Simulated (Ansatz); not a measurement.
A trial form of YFeC4N4

These are results of DFT PBE, scalar-relativistic, plane waves, PAW in Ansatz, not measurements. Cutoff 420 eV, Gaussian smearing, Γ-centred meshes. Cell and atoms relax first on a coarse mesh and then on a converged one. In between, the cell is made exact in the group found at 0.06 Å. The steps can't lower the symmetry of their start. Collinear spin, starting moments Fe 4.0 μB.

The cell of YFeC4N4 is invented: two interpenetrating cyanide-bridged diamond nets (P-43m, No. 215). The dimensions are guesses.

```cif
data_structure
_symmetry_space_group_name_H-M 'P-43m'
_symmetry_Int_Tables_number 215
_cell_length_a 6.1268
_cell_length_b 6.1268
_cell_length_c 6.1268
_cell_angle_alpha 90.000
_cell_angle_beta 90.000
_cell_angle_gamma 90.000
_cell_volume 229.99
loop_
_atom_site_label
_atom_site_type_symbol
_atom_site_symmetry_multiplicity
_atom_site_Wyckoff_symbol
_atom_site_fract_x
_atom_site_fract_y
_atom_site_fract_z
_atom_site_occupancy
Y1 Y 1 a 0.00000 0.00000 0.00000 1
Fe1 Fe 1 b 0.50000 0.50000 0.50000 1
C1 C 4 e 0.19845 0.19845 0.19845 1
N1 N 4 e 0.30871 0.30871 0.30871 1
```

Formation energies are uncorrected and refer to the elements' standard structures at the same level (N₂ as a molecule).

Q: Where does the relaxation end?

A: The symmetry stays P-43m (No. 215). The volume per atom grows by 10.0 %, from 23.0 to 25.3 Å³. The shortest distance goes from 1.17 Å (C–N) to 1.18 Å (C–N). The energy falls by about 0.23 eV/atom (the start's value is from the coarse mesh). Conventional cell: a = 6.324 Å. Y has 4 C at 2.38 Å; Fe has 4 N at 1.92 Å; around C lie 1 N at 1.18 Å and 1 Y at 2.38 Å; N is surrounded by 1 C at 1.18 Å and 1 Fe at 1.92 Å.

```
Y Fe C N
1.0
     6.32375    0.00000    0.00000
     0.00000    6.32375    0.00000
     0.00000    0.00000    6.32375
Y Fe C N
1 1 4 4
Direct
  0.00000 0.00000 0.00000
  0.50000 0.50000 0.50000
  0.21767 0.21767 0.21767
  0.21767 0.78233 0.78233
  0.78233 0.21767 0.78233
  0.78233 0.78233 0.21767
  0.32500 0.32500 0.32500
  0.32500 0.67500 0.67500
  0.67500 0.32500 0.67500
  0.67500 0.67500 0.32500
```

Q: How does it come out in energy, and is it a metal?

A:

| Item | Value |
| --- | --- |
| Energy over the elements | +0.181 eV/atom |
| Gap on the 6×6×6 mesh of the 10-atom cell | 0.35 eV |
| Net moment per atom | 0.30 μB |
| Moment by site | Fe 2.4 μB |

The separate elements lie lower, so it is unstable against them.

The last run used collinear spin and Gaussian smearing of 0.02 eV. Kohn–Sham gaps at this level usually fall short of measured ones. The reference form of C is held partly by dispersion forces, which this level lacks. The magnetic state reached may not be the lowest. Small gaps are read on the mesh alone, and bands can cross between its points. A structure relaxed within its symmetry needn't be a true minimum. Site moments count only spheres around the atoms; the net moment includes the space between them.
